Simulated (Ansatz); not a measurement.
Relaxed-ion elastic tensor of Mn3ZnN (anti-perovskite, space group No. 221) in GPa (Voigt order), PBEsol (plane waves, PAW; program Ansatz); density 7.83 g/cm³, 10.35 Å³ per atom.

```
468  120  120  0.0  0.0  0.0
120  468  120  0.0  0.0  0.0
120  120  468  0.0  0.0  0.0
0.0  0.0  0.0  118  0.0  0.0
0.0  0.0  0.0  0.0  118  0.0
0.0  0.0  0.0  0.0  0.0  118
```

Task: Is the crystal mechanically stable?

Result: Yes: the smallest eigenvalue of C is 118 GPa.

Task: Work out the Voigt, Reuss and Hill averages.

Result: K_V = 236, K_R = 236, K_H = 236; G_V = 140, G_R = 135, G_H = 138 GPa.

Task: Give Young's modulus, Poisson's ratio, Pugh's ratio and the universal anisotropy index.

Result: E = 9KG/(3K + G) = 346 GPa; ν = 0.26; K/G = 1.71 (near the Pugh limit of 1.75, no verdict); A_U = 5G_V/G_R + K_V/K_R − 6 = 0.19.

Task: Estimate the sound speeds and the Debye temperature.

Result: v_l = √((K + 4G/3)/ρ) = 7320 m/s, v_t = √(G/ρ) = 4200 m/s, mean 4660 m/s; Θ = (h/k)(3n/4πV)^(1/3) v_m = 637 K.

Space group Pm-3m (anti-perovskite). The workflow started from a Materials Project entry (that database holds measured and hypothetical structures alike); the Crystallography Open Database files this formula in space group No. 221, but the cells were not matched. Its standing as an ambient phase is unchecked. The PBEsol relaxation kept the symmetry of its start; whether a distortion lowers the energy is not shown. Spin order of the final state: ferromagnetic, chosen from 4 collinear starts compared on coarse meshes (ties went to the first, and starts can fall back to one state), not a proven ground state. No Hubbard U is applied. As this level gives no gap, shear constants depend on the k-mesh and smearing (Fermi–Dirac, 0.1 eV here).

Potentials: the later of the program's two PAW sets.
